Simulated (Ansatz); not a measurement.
YN (rock salt, Fm-3m), DFT-r²SCAN in the program Ansatz with PAW potentials. The conduction-band minimum lies at X, with 3 equivalent valleys. Second derivatives d²E/dk² of the lowest band at one valley (eV·Å²), along Cartesian directions:

```csv
direction,d²E/dk²
[100],6.029
[010],51.77
[001],51.77
[110],28.94
[101],28.94
[011],51.73
```

### Question
Find the principal effective masses, the density-of-states mass and the conductivity mass.

### Answer
Off-diagonal terms follow from H_xy = H[110] − (H_xx + H_yy)/2, and m*/mₑ = 7.620 eV·Å² over each eigenvalue: 0.15, 0.15, 1.3. One valley's DOS mass (m₁m₂m₃)^(1/3) = 0.30, conductivity mass 3/(Σ 1/mᵢ) = 0.21 mₑ.

### Question
What effective density of states Nc follows at 300 K for parabolic valleys?

### Answer
Nc = 2.509e19 × 3 × (0.30)^(3/2) ≈ 1.2e19 cm⁻³.

Symmetry was held in the r²SCAN relaxation. The run is not spin-polarised. Spin–orbit coupling is left out wherever it is not named.

Potentials: the earlier of the program's two PAW sets.

Edges and masses are those of Kohn–Sham bands, whose gap is no quasiparticle gap.
